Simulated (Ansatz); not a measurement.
Consider the following.

NiBi3:
```
NiBi3
1.0
    4.64923     0.00000     0.00000
    0.00000     4.64923     0.00000
    0.00000     0.00000     4.64923
Bi Ni
3 1
Direct
  0.00000   0.50000   0.50000
  0.50000   0.50000   0.00000
  0.50000   0.00000   0.50000
  0.00000   0.00000   0.00000
```

This is the PBEsol-relaxed structure.

Q: All from DFT-PBEsol in the program Ansatz with PAW potentials, unless another level is named. Predict the Poisson's ratio.

A: 0.41.

Q: What about the elastic constants (relaxed ions, GPa)?

A: C11 = 77.3, C12 = 65.9, C44 = 21.7.

Space group Pm-3m (Cu3Au type). The cell is a constructed one: a structure type filled with these elements; neither database checked (COD, Materials Project) lists it. Whether it is the stable phase at ambient conditions was not checked. The PBEsol relaxation kept the symmetry of its start. At this level the phase is dynamically unstable (imaginary phonons). The workflow began spin-polarised and lost its moments. As this level gives no gap, shear constants depend on the k-mesh and smearing (Fermi–Dirac, 0.1 eV here). Scalar-relativistic: spin–orbit coupling is off unless named, which matters more the heavier the elements.

Potentials: the earlier of the program's two PAW sets. The files were generated under PBE; for other functionals the program regenerates the frozen cores, and for LDA and PBEsol the local potential too.
